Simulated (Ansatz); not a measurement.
Input and command of a plane-wave DFT calculation in Ansatz:

```yaml
crystal:
  lattice:
    - [3.58534174, 0.0, 0.0]
    - [0.0, 3.58534174, 0.0]
    - [0.0, 0.0, 3.58534174]
  atoms:
    - { symbol: Mo, position: [0.0, 0.0, 0.0], spin: 2.0 }
    - { symbol: S, position: [0.5, 0.5, 0.5] }
basis:
  ecutwfc: 500
kpoints:
  mp_grid: { grid: [12, 12, 12] }
hamiltonian:
  xc: r2scan
  hubbard: { sites: [{ species: Mo, l: d, u_eff: 4.38 }] }
scf:
  occupations: { method: gaussian, width: 0.1 }
output:
  forces: true
  stress: true
  eigenvalues: true
  populations: true
magnetization:
  spin_polarized: true
```

```bash
ansatz run input.yaml --threads 1 --pin off --max-ram 2560MiB --backend cpu --events-out ev --progress --plain --runs-dir out
```

Processor: Intel(R) Xeon(R) Processor @ 2.50GHz (Skylake/Cascade Lake), 1 thread, on a host shared with other jobs.

Task: How long does it run, and how much memory does it take?

Result: About 56 s on 1 thread of Intel(R) Xeon(R) Processor @ 2.50GHz (Skylake/Cascade Lake), with other jobs on the host, peak memory 0.56 GiB. It solves 15 bands at 84 k points (the mesh reduced by symmetry) with about 1189 plane waves, in 12 SCF iterations.
